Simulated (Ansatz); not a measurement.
HfH$_{2}$: zone-centre modes under pressure

HfH$_{2}$, I4/mmm, a = 3.432 Å, c = 4.228 Å. The structure is a COD entry; whether it is the stable form wasn't checked. Ansatz: LDA, PAW, 420 eV, Γ-centred 18×18×18 mesh on 3 atoms, Fermi-Dirac smearing 0.15 eV; no spin polarisation. Cell and atoms are relaxed at each pressure with the symmetry kept; optical modes at Γ by linear response, in cm⁻¹, matched by rank (the highest 3 distinct ones).

| P (GPa) | V (Å³/atom) | ω1 | ω2 | ω3 |
| --- | --- | --- | --- | --- |
| 0 | 8.299 | 1165.4 | 1279.3 | 1383.8 |
| 2 | 8.198 | 1181.1 | 1297.7 | 1399.8 |
| 6 | 8.010 | ? | ? | ? |

**Question.** Get each mode's Grüneisen parameter γ = −d ln ω/d ln V from the other rows and predict the missing frequencies.

**Answer.** ln(V/V0) = 0.0000, -0.0122, -0.0354; a line through ln(ω/ω0) of the 2 known rows gives ω1: γ = 1.097, predicted 1211.5, computed 1209.7; ω2: γ = 1.171, predicted 1333.4, computed 1332.7; ω3: γ = 0.942, predicted 1430.7, computed 1429.9. The worst miss is 0.2 %, or 4 % of the shift under pressure, so a constant γ serves at that level. In a metal these frequencies hang on the mesh and smearing.

Spin–orbit coupling is left out, which can shift energies with elements as heavy as these.

Cost: 3 runs of about 11 core-minutes in all, on Intel Xeon Platinum 8259CL (Skylake/Cascade Lake) (shared hosts).